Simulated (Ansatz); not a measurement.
KF (rocksalt), relaxed with r2SCAN, was run in the plane-wave code Ansatz under altered settings. All numbers are computed, without spin polarisation but where a row says otherwise.

```
K F
1.0
     0.00000    2.65896    2.65896
     2.65896    0.00000    2.65896
     2.65896    2.65896    0.00000
K F
1 1
Direct
  0.00000 0.00000 0.00000
  0.50000 0.50000 0.50000
```

The base run's other keys:
```yaml
kpoints:
  mp_grid: { grid: [6, 6, 6] }
hamiltonian:
  xc: r2scan
scf:
  occupations: { method: fixed }
  n_extra_bands: 4
```

It takes 6 iterations with 941 plane waves at 500 eV and 16 k points, and leaves a mean stress of +0.01 GPa. The gap over this mesh is 6.908 eV.

Outcomes, with energy and stress as changes against the base:

| setting | outcome | ΔF (meV/atom) | Δ mean stress (GPa) | gap on the mesh (eV) | iterations |
| --- | --- | --- | --- | --- | --- |
| scf.mixing.ndim: 2 | converged | 0.0 | 0.00 | 6.908 | 9 |
| kpoints.mp_grid.grid: [4, 4, 4] | converged | 0.0 | 0.00 | 6.908 | 6 |
| scf.convergence.dr2_threshold: 1e-12 | converged | 0.0 | 0.00 | 6.908 | 8 |
| scf.mixing.beta: 1.0 | converged | 0.0 | 0.00 | 6.908 | 6 |
| scf.mixing.beta: 0.005 | converged | 0.0 | 0.00 | 6.908 | 8 |
| kpoints.mp_grid.grid: [0, 4, 4] | refused | – | – | – | – |
| scf.mixing.preconditioner: resta | converged | 0.0 | 0.00 | 6.908 | 6 |
| scf.occupations: gaussian 1.5 | converged | 0.0 | 0.00 | 6.908 | 6 |
| basis.ecutwfc: 750 | converged | -3.3 | +0.01 | 6.908 | 6 |
| basis.xc_grid: 3 | converged | 0.0 | 0.00 | 6.908 | 6 |
| scf.eigensolver.kind: dense | converged | 0.0 | 0.00 | 6.908 | 6 |
| basis.xc_grid: 1 | converged | -0.4 | 0.00 | 6.909 | 6 |
| hamiltonian.xc: scan | refused | – | – | – | – |
| hamiltonian.xc: hse6 | refused | – | – | – | – |

A dash marks a value that wasn't obtained or can't be compared. Stress is positive in compression.

- kpoints.mp_grid.grid: [0, 4, 4]. The program doesn't start. Error: invalid value for `kpoints.mp_grid.grid`: each dimension must be in 1..=255
- basis.ecutwfc: 750. 1807 plane waves in place of 941. The free energy moves by -3.3 meV an atom, the mean stress by +0.01 GPa and the gap on the mesh by 0.000 eV (to 6.908). The base cutoff was converged to that degree.
- hamiltonian.xc: scan. It is rejected at once. Error: YAML parse error: line 12 column 7: hamiltonian.xc: unknown variant `scan`, expected one of […]
- hamiltonian.xc: hse6. The program doesn't start. Error: YAML parse error: line 12 column 7: hamiltonian.xc: unknown variant `hse6`, expected one of […]

Within 1 meV an atom, 0.1 GPa and 0.005 eV of the base stay: scf.mixing.ndim: 2; kpoints.mp_grid.grid: [4, 4, 4]; scf.convergence.dr2_threshold: 1e-12; scf.mixing.beta: 1.0; scf.mixing.beta: 0.005; scf.mixing.preconditioner: resta; scf.occupations: gaussian 1.5; basis.xc_grid: 3; scf.eigensolver.kind: dense; basis.xc_grid: 1.
